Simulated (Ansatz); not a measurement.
SiSnGeC:
Space group R3m, hexagonal axes (No. 160); a = 3.7355 Å, b = 3.7355 Å, c = 18.3822 Å, α = 90.00°, β = 90.00°, γ = 120.00°

| atom | site | symmetry | x | y | z |
|---|---|---|---|---|---|
| C | 3a | 3m | 0.0000 | 0.0000 | 0.9912 |
| Si | 3a | 3m | 0.0000 | 0.0000 | 0.8885 |
| Ge | 3a | 3m | 0.0000 | 0.0000 | 0.5066 |
| Sn | 3a | 3m | 0.0000 | 0.0000 | 0.3636 |
(The calculation used a cell of 4 atoms; values per cell refer to that cell.)

Relaxed at zero pressure with the program Ansatz at the r²SCAN level (PAW).

**Question.** The volume is lowered by 9 % and shape and atoms relax at that volume. What pressure results, and how do the axes share the change?

**Answer.** 11.6 GPa; a -3.2 %, b -3.2 %, c -2.9 %; the energy rises by 55 meV/atom.

**Question.** Give the new structure.

**Answer.** 
Space group R3m, hexagonal axes (No. 160); a = 3.6163 Å, b = 3.6163 Å, c = 17.8487 Å, α = 90.00°, β = 90.00°, γ = 120.00°

| atom | site | symmetry | x | y | z |
|---|---|---|---|---|---|
| C | 3a | 3m | 0.0000 | 0.0000 | 0.0078 |
| Si | 3a | 3m | 0.0000 | 0.0000 | 0.1116 |
| Ge | 3a | 3m | 0.0000 | 0.0000 | 0.4945 |
| Sn | 3a | 3m | 0.0000 | 0.0000 | 0.6361 |

The phase is kept; no other phase was compared at this pressure.

The start of the workflow was typed in or built on a structure type; neither database checked (COD, Materials Project) lists it. Its standing as an ambient phase is unchecked. The r²SCAN relaxation kept the symmetry of its start; its stability against distortions is not shown here. The volume moved by 22 % from the start of the relaxation. Its formation energy is positive at this level, so the cell may be metastable or incomplete. Scalar-relativistic: spin–orbit coupling is off unless named, which matters more the heavier the elements.

Potentials: the later of the program's two PAW sets.
